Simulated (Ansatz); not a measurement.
An Ansatz (a quantum-chemistry and plane-wave program) input:

Ansatz 0.2 input:
```yaml
crystal:
  lattice:
    - [0.0, 2.9758067554, 2.9758067554]
    - [2.9758067554, 0.0, 2.9758067554]
    - [2.9758067554, 2.9758067554, 0.0]
  atoms:
    - { symbol: Pb, position: [0.5, 0.5, 0.5] }
    - { symbol: S, position: [0.0, 0.0, 0.0] }
kpoints:
  mp_grid: { grid: [7, 7, 7] }
hamiltonian:
  xc: r2scan
  dispersion: d4
  pseudopotentials: { azcp: { folder: ./paw }, kind: paw }
scf:
  occupations: { method: fixed }
output:
  optics: { e_range: [0.0, 15.0], de: 0.05, sigma: 0.1, bands: { spectra_wanted_up_to: 12 eV } }
```

**Question.** How many symmetry operations and irreducible k-points will the run report?

**Answer.** 48 operations, 20 of 343 k-points.

**Question.** With a cutoff of 500 eV, how many plane waves at Γ?

**Answer.** 1363.

It took about 30 core-seconds (a rough figure) on shared server cores.

Space group Fm-3m (rock salt). The r²SCAN+D4 relaxation kept the symmetry of its start. Spin–orbit coupling is left out wherever it is not named.

Potentials: the earlier of the program's two PAW sets.

Ansatz is a plane-wave DFT program.
